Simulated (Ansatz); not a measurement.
## TeSe6O2 in Ansatz, single run

The command:

```bash
ansatz run input.yaml --threads 1 --pin off --max-ram 2560MiB --backend cpu --events-out ev --progress --plain --runs-dir out
```

Input:

```yaml
crystal:
  lattice:
    - [6.282194, 0.0, 0.0]
    - [-1.320475, 6.174197, 0.0]
    - [-0.076813, -1.296073, 6.235754]
  atoms:
    - { symbol: Se, position: [0.0836, 0.7671, 0.6794] }
    - { symbol: Se, position: [0.9164, 0.2329, 0.3206] }
    - { symbol: Se, position: [0.3057, 0.9531, 0.2026] }
    - { symbol: Se, position: [0.6943, 0.0469, 0.7974] }
    - { symbol: Te, position: [0.0, 0.0, 0.0] }
    - { symbol: O, position: [0.5392, 0.4276, 0.5536] }
    - { symbol: O, position: [0.4608, 0.5724, 0.4464] }
    - { symbol: Se, position: [0.2282, 0.3219, 0.9101] }
    - { symbol: Se, position: [0.7718, 0.6781, 0.0899] }
kpoints:
  mp_grid: { grid: [3, 3, 3], shift: [0.0, 0.0, 0.5] }
magnetization:
  spin_polarized: false
scf:
  occupations: { method: fermi_dirac, width: 0.0116 }
hamiltonian:
  pseudopotentials: { kind: paw }
  xc: pbesol
basis:
  ecutwfc: "700 eV"
output:
  forces: true
  stress: true
  eigenvalues: true
```

Origin of the cell: a known structure type with other elements, at an estimated volume, so it need not be a known compound.

Output (shortened):

```
Pseudopotentials: kind: paw
Pseudopotential: Se, paw, valence charge 16, recommended cutoff 420 eV (normal), Se.paw.azcp
Pseudopotential: Te, paw, valence charge 16, recommended cutoff 420 eV (normal), Te.paw.azcp
Pseudopotential: O, paw, valence charge 6, recommended cutoff 420 eV (normal), O.paw.azcp
Functional definition: PBEsol
  exchange = pbesol_x
  correlation = pbesol_c
Crystal: 9 atoms, lattice volume = 241.869 Å³
Basis set: ecut = 700 eV, 10181 PW (Γ), exchange–correlation on 120×120×120 points (8 copies of the dense FFT grid, shifted against one another)
Bands: 75, of which v1, the nominal top of the filled ones, is band 62 counted from 1 (61 counted from 0)
Symmetry: 2 space group operations
Space group: P-1 (ITA 2), of the structure as read, at distance tolerance 6.2e-5 Å
k-points: 14 of 27
[… 8 lines left out …]
Initial density: superposition of atomic densities (neutral atoms: chi_scale 0, normalization atom), corrected by the library's trained network
Functional: x = pbesol(κ = 0.804, μ = 0.123457), c = pbesol(β = 0.046)
SCF iter   1: F=—  HF=-40554.531480 eV  Δρ=1.41e-2  dr2=6.58e-1  defer=3
SCF iter   2: F=—  HF=-40554.505121 eV  Δρ=1.34e-2  dr2=1.18e-1  defer=65
SCF iter   3: F=—  HF=-40554.492276 eV  Δρ=5.67e-3  dr2=3.64e-2  defer=65
SCF iter   4: F=—  HF=-40554.490819 eV  Δρ=1.77e-3  dr2=4.68e-3  defer=65
SCF iter   5: F=—  HF=-40554.490817 eV  Δρ=7.53e-4  dr2=5.45e-4  defer=65
SCF iter   6: F=—  HF=-40554.490812 eV  Δρ=2.90e-4  dr2=9.78e-5  defer=65
SCF iter   7: F=—  HF=-40554.490949 eV  Δρ=5.46e-5  dr2=1.42e-5  defer=65
SCF iter   8: F=—  HF=-40554.490951 eV  Δρ=1.60e-5  dr2=6.08e-7  defer=65
SCF iter   9: F=-40554.490951 eV  HF=-40554.490951 eV  Δρ=3.99e-6  dr2=7.77e-8
SCF 1 converged in 9 iterations: F = -40554.490951 eV  dr2 = 7.77e-8
SCF converged after 9 iterations
Free energy (F): -40554.490951 eV
Harris-Foulkes:  -40554.490951 eV  (|F-HF|=4.79e-8)
Internal energy: -40554.483273 eV  (E = F + TS)
E sigma→0 (E₀):  -40554.487112 eV
Entropy (-TS):   -0.007678 eV (-0.853 meV/atom)
Fermi energy:    4.779766 eV
--- Per-component energies (eV) ---
  E_band       = -2973.119515
  E_kinetic    = 1223.198259
  E_local      = -19319.093559  (includes V_loc(G=0)·N_el)
  E_nonlocal   = -3761.293839
  E_hartree    = 9448.285895
  E_xc         = -877.150644
  E_vxc        = -863.581146  (∫ρ·V_xc dr)
  E_paw        = -16097.588288  (= ΣΔE_a)
  E_vpaw       = 851.066650  (= ΣTr[D̂ρ^β])
  E_aug_tail   = 0.000103  (compensation charges beyond the density's cutoff)
  E_ewald      = -11177.337293
  E_core_change = 6.496094  (= ΣΔE_core)
  E_smearing   = -0.007678  (= −TS)
  Σ components = -40554.490951   (vs F -40554.490951, Δ=0.00e0)
--- Forces (eV/Å), atoms counted from 1 ---
  atom   1  Se     0.701573    -0.998017    -2.000680
  atom   2  Se    -0.701573     0.998017     2.000680
  atom   3  Se     1.690980    -0.359928     1.383989
  atom   4  Se    -1.690980     0.359928    -1.383989
  atom   5  Te     0.000000     0.000000     0.000000
  atom   6  O     -2.810704     4.062031    -2.857395
  atom   7  O      2.810704    -4.062031     2.857395
  atom   8  Se     1.117853     2.036339    -0.449527
  atom   9  Se    -1.117853    -2.036339     0.449527
  max |Σ_I F_I| component: 0.00e0 eV/Å
--- Stress (GPa, compression-positive) ---
        1.105820       2.374619       0.423275
        2.374619       1.033314       2.659961
        0.423275       2.659961       2.601891
  P = ⅓ Tr σ = 1.5803 GPa (15.803 kbar)
```

Caveats: no spin, though holes on the anions or broken bonds may carry moments; no spin-orbit coupling, though heavy elements are present; the k mesh is coarse if the cell is a metal.

The run took 35 s on 1 thread of Intel(R) Xeon(R) Platinum 8259CL CPU @ 2.50GHz (Skylake/Cascade Lake), on a shared host, peak memory 0.95 GiB, from the program's own first density.
